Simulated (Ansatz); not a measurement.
RuW in space group P-6m2 (No. 187; Ru on 1b, W on 1e) under volume change, plane-wave PAW r²SCAN (Ansatz code), shape and atoms relaxed at each volume.

```
V (Å³/atom)  E − E(relaxed) (meV/atom)  P (GPa)
-----------  -------------------------  -------
13.392                           140.7    37.03
13.834                            59.0    22.64
14.275                            13.9    10.40
14.717                             0.0     0.00
15.158                            12.5    -8.84
15.600                            47.5   -16.35
16.041                           101.6   -22.71
```

Q: What does a third-order Birch–Murnaghan fit give for V₀, B₀ and B′?

A: V₀ = 14.72 Å³/atom, B₀ = 319 GPa, B′ = 4.4.

The first step of the workflow began from a Materials Project structure, measured or hypothetical; the Crystallography Open Database copy checked does not list it. With Ru and W taken as one species the cell has the higher symmetry P6_3/mmc, so it may be an ordered model of a mixed-site phase. Whether it is the stable phase at ambient conditions was not checked. Symmetry was held in the r²SCAN relaxation; its stability against distortions is not shown here. The run is not spin-polarised. Spin–orbit coupling is left out wherever it is not named.

Potentials: the later of the program's two PAW sets.
